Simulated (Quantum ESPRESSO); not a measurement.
## Band energies of Rb$_{2}$LiYF$_{6}$

```xyz
10
Lattice="0.0000 4.3566 4.3566 4.3566 0.0000 4.3566 4.3566 4.3566 0.0000" Properties=species:S:1:pos:R:3 pbc="T T T"
Li     4.3566     4.3566     4.3566
F      2.1941     4.3566     4.3566
F      6.5192     4.3566     4.3566
F      4.3566     2.1941     4.3566
F      4.3566     6.5192     4.3566
F      4.3566     4.3566     2.1941
F      4.3566     4.3566     6.5192
Rb     6.5349     6.5349     6.5349
Rb     2.1783     2.1783     2.1783
Y      0.0000     0.0000     0.0000
```

PBEsol (Quantum ESPRESSO, PseudoDojo norm-conserving, 84 Ry, without SOC); path ΓXWKΓLUWLK,UX; energies in eV from the valence-band maximum.

| k (1/Å) | point | band 33 | band 34 | band 35 | band 36 | band 37 | band 38 | band 39 | band 40 |
|---|---|---|---|---|---|---|---|---|---|
| 0.00 | Γ | -0.18 | -0.18 | 0.00 | 0.00 | 0.00 | 6.74 | 7.99 | 7.99 |
| 0.24 |  | -0.23 | -0.23 | -0.08 | -0.08 | 0.00 | 7.15 | 8.02 | 8.02 |
| 0.48 |  | -0.37 | -0.37 | -0.23 | -0.23 | -0.01 | 8.06 | 8.12 | 8.12 |
| 0.72 | X | -0.50 | -0.50 | -0.29 | -0.29 | -0.01 | 8.08 | 8.18 | 8.18 |
| 0.72 | W | -0.43 | -0.43 | -0.42 | -0.16 | -0.16 | 8.12 | 8.12 | 8.18 |
| 0.98 | K | -0.45 | -0.34 | -0.33 | -0.29 | -0.08 | 8.09 | 8.16 | 8.16 |
| 1.36 |  | -0.32 | -0.21 | -0.19 | -0.11 | -0.08 | 7.69 | 8.06 | 8.06 |
| 1.55 |  | -0.22 | -0.19 | -0.05 | -0.03 | -0.02 | 7.00 | 8.01 | 8.01 |
| 1.74 | Γ | -0.18 | -0.18 | 0.00 | 0.00 | 0.00 | 6.74 | 7.99 | 7.99 |
| 2.05 |  | -0.21 | -0.21 | -0.10 | -0.10 | -0.07 | 7.40 | 8.04 | 8.04 |
| 2.21 |  | -0.23 | -0.23 | -0.20 | -0.20 | -0.14 | 8.03 | 8.07 | 8.07 |
| 2.37 | L | -0.27 | -0.25 | -0.23 | -0.23 | -0.20 | 8.08 | 8.08 | 8.11 |
| 2.59 |  | -0.36 | -0.27 | -0.26 | -0.23 | -0.16 | 8.08 | 8.11 | 8.13 |
| 2.81 | U | -0.45 | -0.34 | -0.33 | -0.29 | -0.08 | 8.09 | 8.16 | 8.16 |
| 2.81 | W | -0.43 | -0.43 | -0.42 | -0.16 | -0.16 | 8.12 | 8.12 | 8.18 |
| 2.93 |  | -0.42 | -0.40 | -0.34 | -0.16 | -0.16 | 8.11 | 8.12 | 8.17 |
| 3.06 |  | -0.34 | -0.34 | -0.27 | -0.18 | -0.18 | 8.09 | 8.11 | 8.14 |
| 3.19 |  | -0.27 | -0.27 | -0.25 | -0.22 | -0.19 | 8.08 | 8.09 | 8.12 |
| 3.32 | L | -0.27 | -0.25 | -0.23 | -0.23 | -0.20 | 8.08 | 8.08 | 8.11 |
| 3.43 |  | -0.27 | -0.26 | -0.25 | -0.22 | -0.19 | 8.08 | 8.09 | 8.12 |
| 3.54 |  | -0.36 | -0.27 | -0.26 | -0.23 | -0.16 | 8.08 | 8.11 | 8.13 |
| 3.76 | K | -0.45 | -0.34 | -0.33 | -0.29 | -0.08 | 8.09 | 8.16 | 8.16 |
| 3.76 | U | -0.45 | -0.34 | -0.33 | -0.29 | -0.08 | 8.09 | 8.16 | 8.16 |
| 4.01 | X | -0.50 | -0.50 | -0.29 | -0.29 | -0.01 | 8.08 | 8.18 | 8.18 |

The PBEsol gap is direct, 6.74 eV at Γ. Another valence extremum on the path lies within 0.02 eV, too close to call.

Geometry of the Materials Project entry, not relaxed at this level.

The structure is a Materials Project entry; no match was found in the copy of COD used, and its stability was not checked.
